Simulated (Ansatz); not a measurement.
Values for one crystal, relaxed and computed with PBEsol (plane waves, PAW; program Ansatz); other levels are named.

- Volume per atom: 33.74 Å³
- Band gap: 0.18 eV (indirect)
- Formation energy from the elements (no fitted shifts): -0.28 eV/atom
- Gap with spin–orbit coupling: none (metallic)
- HSE06 gap on the PBEsol cell: 0.55 eV
- Conduction-band minimum: at Γ
- Electron effective mass: 0.083, 0.088, 0.088 mₑ (principal values)

**Question.** Pick the material that matches.
A) SiBi2O5, Cmc2_1 (Pearson symbol oS32)
B) FeBiO3, Amm2 (Bi on 2b, Fe on 2a, O on 2b, O on 4d)
C) TlBiTe2, R-3m (Tl on 3b, Bi on 3a, Te on 6c)
D) VBiO4, C2 (V on 2a, Bi on 2b, O on 4c, O on 4c)

**Answer.** C, TlBiTe2, R-3m (Tl on 3b, Bi on 3a, Te on 6c)

The first step of the workflow began from a Materials Project structure, measured or hypothetical; the Crystallography Open Database files this formula in space group No. 166, but the cells were not matched. Its standing as an ambient phase is unchecked. The cell was relaxed with PBEsol under the symmetry of its start; its stability against distortions is not shown here. The references are the lowest solids computed at this level, not always the standard phases. Spin–orbit coupling is left out wherever it is not named.

Potentials: the later of the program's two PAW sets.
